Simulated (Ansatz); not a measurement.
Y2N in space group P4/mmm (No. 123; Y on 1a, Y on 1d, N on 1c) under volume change, DFT-PBE+D3(BJ) in the program Ansatz with PAW potentials, shape and atoms relaxed at each volume.

```json
[
 {"V (Å³/atom)": "17.689", "E − E(relaxed) (meV/atom)": "56.8", "P (GPa)": "11.28"},
 {"V (Å³/atom)": "18.273", "E − E(relaxed) (meV/atom)": "23.9", "P (GPa)": "6.92"},
 {"V (Å³/atom)": "18.856", "E − E(relaxed) (meV/atom)": "5.7", "P (GPa)": "3.19"},
 {"V (Å³/atom)": "19.439", "E − E(relaxed) (meV/atom)": "0.0", "P (GPa)": "0.00"},
 {"V (Å³/atom)": "20.022", "E − E(relaxed) (meV/atom)": "5.1", "P (GPa)": "-2.72"},
 {"V (Å³/atom)": "20.605", "E − E(relaxed) (meV/atom)": "19.3", "P (GPa)": "-5.04"},
 {"V (Å³/atom)": "21.188", "E − E(relaxed) (meV/atom)": "41.4", "P (GPa)": "-7.03"}
]
```

Q: What does a third-order Birch–Murnaghan fit give for V₀, B₀ and B′?

A: V₀ = 19.44 Å³/atom, B₀ = 97.9 GPa, B′ = 4.2.

The cell is a constructed one: a structure type filled with these elements; neither database checked (COD, Materials Project) lists it. Its standing as an ambient phase is unchecked. Symmetry was held in the PBE+D3(BJ) relaxation; its stability against distortions is not shown here. No spin polarisation was allowed.

Potentials: the later of the program's two PAW sets.
